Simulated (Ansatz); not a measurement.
Level of theory: DFT PBE, scalar-relativistic, plane waves, PAW in Ansatz 0.2.0. All cells share a 420 eV cutoff and Γ-centred k meshes spaced at most about 0.3 Å⁻¹ (2π included). No spin polarisation in the final relaxations.

These are static total energies at zero pressure.

Two relaxed structures of Y3AlN4:

A.

```cif
data_structure
_symmetry_space_group_name_H-M 'Pm'
_symmetry_Int_Tables_number 6
_cell_length_a 3.4223
_cell_length_b 6.6838
_cell_length_c 4.9532
_cell_angle_alpha 90.000
_cell_angle_beta 91.434
_cell_angle_gamma 90.000
_cell_volume 113.27
loop_
_atom_site_label
_atom_site_type_symbol
_atom_site_symmetry_multiplicity
_atom_site_Wyckoff_symbol
_atom_site_fract_x
_atom_site_fract_y
_atom_site_fract_z
_atom_site_occupancy
Y1 Y 2 c 0.49676 0.74456 0.48647 1
Y2 Y 1 a 0.96416 0.00000 0.99011 1
Al1 Al 1 b 0.17345 0.50000 0.93729 1
N1 N 1 a 0.97856 0.00000 0.50356 1
N2 N 2 c 0.44093 0.25615 0.01326 1
N3 N 1 b 0.00850 0.50000 0.56957 1
```

B.

```cif
data_structure
_symmetry_space_group_name_H-M 'I4/mmm'
_symmetry_Int_Tables_number 139
_cell_length_a 4.8174
_cell_length_b 4.8174
_cell_length_c 9.3055
_cell_angle_alpha 90.000
_cell_angle_beta 90.000
_cell_angle_gamma 90.000
_cell_volume 215.96
loop_
_atom_site_label
_atom_site_type_symbol
_atom_site_symmetry_multiplicity
_atom_site_Wyckoff_symbol
_atom_site_fract_x
_atom_site_fract_y
_atom_site_fract_z
_atom_site_occupancy
Y1 Y 2 a 0.00000 0.00000 0.00000 1
Y2 Y 4 d 0.00000 0.50000 0.25000 1
Al1 Al 2 b 0.50000 0.50000 0.00000 1
N1 N 4 e 0.50000 0.50000 0.22882 1
N2 N 4 c 0.00000 0.50000 0.00000 1
```

Question: Which would you expect to be lower, and how large is the difference?

Answer: A is lower, by 70 meV/atom. A has Y and Al ordered on rock salt sites, space group Pm (No. 6), 14.2 Å³/atom and a gap of 0.97 eV on its mesh; B has Y and Al ordered on rock salt sites, space group I4/mmm (No. 139), 13.5 Å³/atom and a gap of 0.48 eV. Counting N atoms around Al and Y (those within 1.25 times the shortest such distance or 1.15 times the sum of covalent radii; a plus sign parts nearer from farther groups), A has Y 6, Al 3 and B has Y 6, Al 2+4. The lower one is the more open, so pressure narrows the difference. In A, Y on a site of symmetry 1 has 5 N at 2.35–2.46 Å, 1 N at 2.62 Å, 1 Al at 3.00 Å, 6 Y at 3.27–3.42 Å and 1 Al at 3.34 Å; Al has 3 N at 1.89–1.90 Å, 2 Y at 3.00 Å, 2 N at 3.02 Å, 1 N at 3.20 Å, 4 Y at 3.34–3.43 Å, 2 Al at 3.42 Å and 1 N at 3.43 Å; around N on a site of symmetry m lie 6 Y at 2.37–2.54 Å; 3 more sites not described. In B, Y on a site of symmetry 4/mmm has 6 N at 2.41–2.52 Å, 8 Y at 3.35 Å and 4 Al at 3.41 Å; Al is surrounded by 2 N at 2.13 Å, 4 N at 2.41 Å and 12 Y at 3.35–3.41 Å; around N on a site of symmetry 4mm lie 1 Al at 2.13 Å and 5 Y at 2.42–2.52 Å; 2 more sites not described. Both come from invented guesses.

Kohn–Sham gaps at this level usually fall short of measured ones. Cells relaxed within their symmetry can be saddle points.
